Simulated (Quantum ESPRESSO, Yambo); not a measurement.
KLuS2 (space group R-3m, No. 166) under isotropic strain (on all lattice vectors), counted from the cell relaxed with PBEsol, atoms relaxed at each step. PBEsol (pw.x of Quantum ESPRESSO, ONCV potentials, without SOC); G0W0 in Yambo (4×4×4 Γ-centred k mesh, bands 2 to 111 and a 6 Ry block in the screening, 111 bands in G with the Bruneval-Gonze terminator, plasmon pole fitted at 27.2 eV).

```
strain (%)  PBEsol gap (eV)      kind  G0W0 direct gap (eV)
----------  ---------------  --------  --------------------
-3                     1.78  indirect             3.92 at F
-1.5             (withheld)  indirect            (withheld)
-0.7                   2.03  indirect             4.24 at F
0                      2.10  indirect             4.33 at F
+1                     2.19  indirect             4.44 at F
+2                     2.28  indirect                     –
```

**Question.** Estimate the withheld gaps from the other strains; the computed values follow.

**Answer.** 
- -1.5, PBEsol gap (eV): 1.95
- -1.5, G0W0 direct gap (eV): 4.14 at F

GW, BSE and RPA settings are held fixed; their convergence isn't established. Strains are linear. The 4f states are in the valence at their DFT position. Axes are Cartesian, with cell vectors (Å) (1.95, 1.13, 7.23), (-1.95, 1.13, 7.23), (0.00, -2.26, 7.23).
